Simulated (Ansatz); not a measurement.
An elastic tensor (GPa, Voigt order, standard axes) from plane-wave PAW PBEsol (Ansatz code):

```json
[
 {"": "1", "1": "325", "2": "156", "3": "156", "4": "0.0", "5": "0.0", "6": "0.0"},
 {"": "2", "1": "156", "2": "325", "3": "156", "4": "0.0", "5": "0.0", "6": "0.0"},
 {"": "3", "1": "156", "2": "156", "3": "325", "4": "0.0", "5": "0.0", "6": "0.0"},
 {"": "4", "1": "0.0", "2": "0.0", "3": "0.0", "4": "120", "5": "0.0", "6": "0.0"},
 {"": "5", "1": "0.0", "2": "0.0", "3": "0.0", "4": "0.0", "5": "120", "6": "0.0"},
 {"": "6", "1": "0.0", "2": "0.0", "3": "0.0", "4": "0.0", "5": "0.0", "6": "120"}
]
```

Q: Which compound is it?
(A) ScCo, CsCl type
(B) AlRh, CsCl type
(C) Ti, fcc (Cu type)
(D) MgO, rock salt

A: B, AlRh, CsCl type

Space group Pm-3m (CsCl type). The first step of the workflow began from a Materials Project structure, measured or hypothetical; the Crystallography Open Database copy checked does not list it. With Al and Rh taken as one species the cell has the higher symmetry Im-3m, so it may be an ordered model of a mixed-site phase. Its standing as an ambient phase is unchecked. Symmetry was held in the PBEsol relaxation; of distortions, only those at the zone centre were tested. The run is not spin-polarised. As this level gives no gap, shear constants depend on the k-mesh and smearing (Fermi–Dirac, 0.1 eV here).

Potentials: the later of the program's two PAW sets.
